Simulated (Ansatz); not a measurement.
**LiZn: pressure against volume**

A database entry relaxed whole under r2SCAN (Fd-3m):

```xyz
4
Lattice="0.0000 3.0479 3.0479 3.0479 0.0000 3.0479 3.0479 3.0479 0.0000" Properties=species:S:1:pos:R:3 pbc="T T T"
Li    0.0000    0.0000    0.0000
Li    1.5239    1.5239    1.5239
Zn    3.0479    3.0479    3.0479
Zn    4.5718    4.5718    4.5718
```

The cell was scaled uniformly, its shape held, and the atoms relaxed at each volume with plane-wave PAW DFT (Ansatz 0.2.0; r2SCAN, 500 eV, 10×10×10 Γ-centred mesh, fermi-dirac occupations of width 0.100 eV; no spin, no spin-orbit coupling). One row is withheld.

```json
{"volume (Å³/atom)": "13.307", "energy over the lowest (meV/atom)": "8.5", "pressure (GPa)": "3.39"}
{"volume (Å³/atom)": "13.590", "energy over the lowest (meV/atom)": "3.7", "pressure (GPa)": "2.15"}
{"volume (Å³/atom)": "13.874", "energy over the lowest (meV/atom)": "0.9", "pressure (GPa)": "1.05"}
{"volume (Å³/atom)": "14.157", "energy over the lowest (meV/atom)": "0.0", "pressure (GPa)": "0.05"}
{"volume (Å³/atom)": "14.440", "energy over the lowest (meV/atom)": "0.7", "pressure (GPa)": "-0.84"}
{"volume (Å³/atom)": "14.723", "energy over the lowest (meV/atom)": "?", "pressure (GPa)": "?"}
{"volume (Å³/atom)": "15.006", "energy over the lowest (meV/atom)": "6.6", "pressure (GPa)": "-2.37"}
```

Fit the pressures of the other rows to the third-order Birch-Murnaghan form.

With f = [(V₀/V)^(2/3) − 1]/2 and P = 3B₀f(1 + 2f)^(5/2)[1 + 3(B₀′ − 4)f/2], least squares gives V₀ = 14.17 Å³ an atom, B₀ = 46.9 GPa and B₀′ = 4.4; the rows miss the fit by less than 0.01 GPa. The slope of the energies differs from these pressures by less than 0.05 GPa.

What does the withheld row hold?

The fit gives -1.64 GPa at 14.723 Å³; the run gave -1.64 GPa and 3.0 meV an atom.

Caveats: the shape of the cell was held; 0 K, fixed nuclei; the symmetry was kept, and this need not be the phase that is stable at 0 K; one mesh for all volumes; the relaxed cell lies far from the entry, by an error of the functional or of the entry; pressure is positive in compression.
